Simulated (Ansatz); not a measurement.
**Computed properties of Cu3Sn**

Cu$_{3}$Sn:
Space group Pmmn, origin choice 1 (No. 59); a = 4.281 Å, b = 5.482 Å, c = 4.786 Å, α = 90.00°, β = 90.00°, γ = 90.00°

```json
[
 {"atom": "Cu", "site": "2b", "symmetry": "mm2", "x": "0.5000", "y": "0.0000", "z": "0.2985"},
 {"atom": "Cu", "site": "4e", "symmetry": "m..", "x": "0.0000", "y": "0.2467", "z": "0.1551"},
 {"atom": "Sn", "site": "2a", "symmetry": "mm2", "x": "0.0000", "y": "0.0000", "z": "0.6573"}
]
```

Space group Pmmn (No. 59); conventional cell a = 4.281 Å, b = 5.482 Å, c = 4.786 Å, α = 90.00°, β = 90.00°, γ = 90.00°.

Method: plane-wave PAW r²SCAN (Ansatz code). Structure relaxed to zero pressure with the same functional. Other levels are named where they apply.

**Cell and energy**

```yaml
volume_per_atom: 14.04 Å³
density: 9.15 g/cm³
Formation energy from the elements (no fitted shifts): 0.033 eV/atom
```

**Electronic structure**

```yaml
electronic_character: metallic (no gap)
Density of states at the Fermi level: 0.25 states/eV per atom (mean over ±0.08 eV)
Gap with spin–orbit coupling: none (metallic)
```

**Mechanics**

```yaml
Bulk modulus (Birch–Murnaghan fit): 121 GPa
Pressure derivative B′: 5.7
```

**Phonons**

```yaml
highest_zone_centre_frequency: 6.59 THz
zone_centre_stability: no imaginary mode at Γ
```

**Charges**

```yaml
bader_charges: Cu -0.08 to -0.07, Sn +0.22 e
```

The workflow started from a Materials Project entry (that database holds measured and hypothetical structures alike); the Crystallography Open Database files this formula in space group No. 59, but the cells were not matched. Its standing as an ambient phase is unchecked. The r²SCAN relaxation kept the symmetry of its start. No spin polarisation was allowed. As this level gives no gap, phonon frequencies hold no LO–TO term and depend on the k-mesh and smearing (Fermi–Dirac, 0.1 eV here). Axis ratios of metals converge slowly with the k-mesh, so a and c are less sure than the volume. The references are the lowest solids computed at this level, not always the standard phases. Scalar-relativistic: spin–orbit coupling is off unless named, which matters more the heavier the elements.

Potentials: the earlier of the program's two PAW sets.
